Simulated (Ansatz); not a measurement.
Given:

ZnGaNO:
```cif
data_Ga2N2O2Zn2
_chemical_formula_sum 'Ga2 N2 Zn2 O2'
_space_group_name_H-M_alt 'P3m1'
_space_group_IT_number 156
_space_group_name_Hall 'P 3 -2"'
_cell_length_a 3.35181
_cell_length_b 3.35181
_cell_length_c 9.18317
_cell_angle_alpha 90.000
_cell_angle_beta 90.000
_cell_angle_gamma 120.000
loop_
_atom_site_label
_atom_site_type_symbol
_atom_site_symmetry_multiplicity
_atom_site_Wyckoff_symbol
_atom_site_fract_x
_atom_site_fract_y
_atom_site_fract_z
_atom_site_occupancy
Ga1 Ga 1 b 0.33333 0.66667 0.97014 1
N1 N 1 b 0.33333 0.66667 0.18700 1
Ga2 Ga 1 c 0.66667 0.33333 0.24525 1
N2 N 1 c 0.66667 0.33333 0.46406 1
Zn1 Zn 1 b 0.33333 0.66667 0.47607 1
O1 O 1 b 0.33333 0.66667 0.75155 1
Zn2 Zn 1 c 0.66667 0.33333 0.69603 1
O2 O 1 c 0.66667 0.33333 0.95618 1
```

This is the r²SCAN-relaxed structure.

Question: All from the program Ansatz at the r²SCAN level (PAW), unless another level is named. Predict the electron effective mass.

Answer: 0.079, 0.079, 0.17 mₑ (principal values).

Question: Next, the gap with spin–orbit coupling?

Answer: 0.18 eV.

Question: Next, the band gap?

Answer: 0.21 eV (smallest direct gap 0.21 eV).

Question: Give the valence-band maximum.

Answer: at A.

The start of the workflow was typed in or built on a structure type; the Crystallography Open Database copy checked does not list it. Whether it is the stable phase at ambient conditions was not checked. Symmetry was held in the r²SCAN relaxation; whether a distortion lowers the energy is not shown. Scalar-relativistic: spin–orbit coupling is off unless named, which matters more the heavier the elements.

Potentials: the earlier of the program's two PAW sets.
